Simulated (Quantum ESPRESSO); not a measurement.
Kohn-Sham bands of Ta2O5 (P2/m)

```
Ta2O5
1.0
    3.84141     0.00000     0.00000
    0.00000     3.86272     0.00000
   -1.81894     0.00000     6.52896
Ta O
2 5
Cartesian
 -0.96670   0.00000  -1.36253
  0.96670   0.00000   1.36253
 -0.93111   1.93136  -1.31670
  0.93111   1.93136   1.31670
  0.96428   0.00000  -0.84472
 -0.96428   0.00000   0.84472
  1.01124   0.00000   3.26448
```

Materials Project entry mp-1238961; symmetrised, unrelaxed at this level. Not found in the COD (Crystallography Open Database) copy used, which has the formula in other groups; not checked further. Computed values, not measurements, from PBEsol: Quantum ESPRESSO (norm-conserving PseudoDojo potentials, cutoff 68 Ry, spinors with spin-orbit coupling) on a Γ-centred 4×4×4 mesh, then Wannier90. Density: 8×8×6 mesh, cold smearing 0.01 Ry.

**Question.** List the Kohn-Sham levels between −8 and 5.2 eV relative to the valence-band maximum at the high-symmetry points, as a band run of pw.x on that density gives them (levels within 2 meV counted together).

**Answer.** 
```tsv
point	k (reciprocal lattice)	levels (eV)
Γ	0.000 0.000 0.000	-5.23 (×2), -5.10 (×2), -4.85 (×2), -3.33 (×2), -3.18 (×2), -2.71 (×2), -2.41 (×2), -2.06 (×2), -1.78 (×2), -1.52 (×2), -1.09 (×2), -0.95 (×2), -0.84 (×2), -0.66 (×2), -0.61 (×2), 2.23 (×2), 2.54 (×2), 2.86 (×2), 4.33 (×2), 4.37 (×2)
Z	0.000 0.500 0.000	-5.76 (×2), -5.67 (×2), -5.05 (×2), -5.03 (×2), -4.89 (×2), -4.72 (×2), -3.17 (×2), -2.78 (×2), -2.57 (×2), -2.48 (×2), -2.41 (×2), -2.40 (×2), -1.83 (×2), -1.67 (×2), -0.31 (×2), 4.28 (×2)
D	0.000 0.500 0.500	-5.98 (×2), -5.76 (×2), -5.66 (×2), -5.10 (×2), -4.22 (×2), -4.11 (×2), -3.35 (×2), -2.88 (×2), -2.80 (×2), -2.45 (×2), -2.40 (×2), -2.25 (×2), -1.79 (×2), -1.34 (×2), -0.33 (×2), 4.11 (×2)
B	0.000 0.000 0.500	-6.02 (×2), -5.21 (×2), -3.66 (×2), -3.22 (×2), -2.91 (×2), -2.72 (×2), -2.54 (×2), -2.47 (×2), -1.67 (×2), -1.24 (×2), -1.11 (×2), -0.94 (×2), -0.89 (×2), -0.83 (×2), -0.78 (×2), 2.17 (×2), 2.67 (×2), 2.76 (×2), 4.19 (×2), 4.59 (×2)
A	-0.500 0.000 0.500	-5.96 (×2), -5.78 (×2), -5.14 (×2), -3.89 (×2), -3.57 (×2), -3.26 (×2), -3.15 (×2), -2.57 (×2), -2.23 (×2), -1.71 (×2), -1.52 (×2), -1.27 (×2), -1.10 (×2), -0.95 (×2), -0.77 (×2), 2.49 (×2), 3.11 (×2), 3.89 (×2), 4.67 (×2), 4.81 (×2), 5.15 (×2)
E	-0.500 0.500 0.500	-5.92 (×2), -5.75 (×2), -5.67 (×2), -5.67 (×2), -5.11 (×2), -5.01 (×2), -4.92 (×2), -3.84 (×2), -3.71 (×2), -3.44 (×2), -2.49 (×2), -2.01 (×2), -0.71 (×2), -0.12 (×2), 0.00 (×2), 3.16 (×2), 5.00 (×2)
C_2	-0.500 0.500 0.000	-5.95 (×2), -5.74 (×2), -5.67 (×2), -5.67 (×2), -5.09 (×2), -5.00 (×2), -4.88 (×2), -3.90 (×2), -3.66 (×2), -3.50 (×2), -2.54 (×2), -1.99 (×2), -0.61 (×2), -0.12 (×2), -0.03 (×2), 3.22 (×2), 4.95 (×2)
Y_2	-0.500 0.000 0.000	-5.98 (×2), -5.77 (×2), -5.13 (×2), -3.86 (×2), -3.62 (×2), -3.21 (×2), -3.19 (×2), -2.55 (×2), -2.21 (×2), -1.71 (×2), -1.52 (×2), -1.21 (×2), -1.18 (×2), -0.95 (×2), -0.78 (×2), 2.47 (×2), 3.17 (×2), 4.02 (×2), 4.65 (×2), 4.72 (×2), 5.09 (×2)
```
